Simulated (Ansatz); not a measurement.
Relaxed-ion elastic tensor of InCu (NiAs type, space group No. 194) in GPa (Voigt order), plane-wave PAW PBEsol (Ansatz code); density 8.10 g/cm³, 18.28 Å³ per atom.

```csv
,1,2,3,4,5,6
1,99.5,78.0,70.0,0.0,0.0,0.0
2,78.0,99.5,70.0,0.0,0.0,0.0
3,70.0,70.0,134,0.0,0.0,0.0
4,0.0,0.0,0.0,27.6,0.0,0.0
5,0.0,0.0,0.0,0.0,27.6,0.0
6,0.0,0.0,0.0,0.0,0.0,10.7
```

**Question.** Is the crystal mechanically stable?

**Answer.** Yes: the smallest eigenvalue of C is 10.7 GPa.

**Question.** Work out the Voigt, Reuss and Hill averages.

**Answer.** K_V = 85.5, K_R = 84.5, K_H = 85.0; G_V = 20.9, G_R = 16.9, G_H = 18.9 GPa.

**Question.** Give Young's modulus, Poisson's ratio, Pugh's ratio and the universal anisotropy index.

**Answer.** E = 9KG/(3K + G) = 52.8 GPa; ν = 0.40; K/G = 4.50 (ductile by the Pugh limit of 1.75); A_U = 5G_V/G_R + K_V/K_R − 6 = 1.18.

**Question.** Estimate the sound speeds and the Debye temperature.

**Answer.** v_l = √((K + 4G/3)/ρ) = 3690 m/s, v_t = √(G/ρ) = 1530 m/s, mean 1730 m/s; Θ = (h/k)(3n/4πV)^(1/3) v_m = 195 K.

**Question.** Solve the Christoffel equation for the three sound speeds along x, y, z.

**Answer.** Eigenvalues of C_ijkl n_j n_l equal ρv². In km/s, slowest first: x 1.15, 1.85, 3.50; y 1.15, 1.85, 3.50; z 1.85, 1.85, 4.07.

**Question.** How much does each axis shrink under pressure?

**Answer.** Linear compressibilities β_i = Σ_j S_ij (j = 1 to 3): x 4.6, y 4.6, z 2.7 per TPa.

Space group P6_3/mmc (NiAs type). The workflow started from a Materials Project entry (that database holds measured and hypothetical structures alike); the Crystallography Open Database copy checked does not list it. Its standing as an ambient phase is unchecked. The cell was relaxed with PBEsol under the symmetry of its start; whether a distortion lowers the energy is not shown. The run is not spin-polarised. As this level gives no gap, shear constants depend on the k-mesh and smearing (Fermi–Dirac, 0.1 eV here).

Potentials: the later of the program's two PAW sets.
